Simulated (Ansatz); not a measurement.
Single point in Ansatz 0.2.0 with r2SCAN, no spin polarisation. Cutoff 500 eV, PAW datasets, 10×10×4 Γ-centred k mesh, fermi-dirac filling (width 0.1425 eV).

Computed maps in the lattice plane spanned by a (left to right, 3.32 Å, 10 points from zero) and c (bottom to top, 9.05 Å, 26 points from zero), 90° apart, at height 0.500 along b. The fields are smooth PAW ones with compensation charges, not the true ones near nuclei.

Valence density. Digits on a logarithmic scale: 0 up to 0.03 e/Å³, each further digit a factor of 1.6, 9 from 1.3 e/Å³ up:
```
7765434567
7775545577
5776666677
7777777777
6677767776
5567757765
4456777654
3445676544
3345565543
3345555543
3444444444
4444323444
4444222444
4444323444
3444444444
3345555543
3345565543
3445676544
4456777654
5567757765
6677767776
7777777777
5776666677
7775545577
7765434567
7764333467
```

Q: The cell is AlCd3B4. Which atoms lie within 0.2 Å of this plane, and where (fractions of a and c)?

A: Al at (0.50, 0.50), B at (0.00, 0.11), B at (0.00, 0.89), B at (0.50, 0.22), B at (0.50, 0.78). The whole cell:
```yaml
crystal:
  lattice:
    - [3.32077, 0.00000, 0.00000]
    - [0.00000, 3.34572, 0.00000]
    - [0.00000, 0.00000, 9.04899]
  atoms:
    - { symbol: Cd, position: [0.50000, 0.00000, 0.00000] }
    - { symbol: Cd, position: [0.00000, 0.00000, 0.29923] }
    - { symbol: Cd, position: [0.00000, 0.00000, 0.70077] }
    - { symbol: Al, position: [0.50000, 0.50000, 0.50000] }
    - { symbol: B, position: [0.00000, 0.50000, 0.10770] }
    - { symbol: B, position: [0.00000, 0.50000, 0.89230] }
    - { symbol: B, position: [0.50000, 0.50000, 0.22140] }
    - { symbol: B, position: [0.50000, 0.50000, 0.77860] }
```

Origin: a known structure type with other elements, at an estimated volume, so it need not be a known compound. Caveats: atoms or cell far from equilibrium.
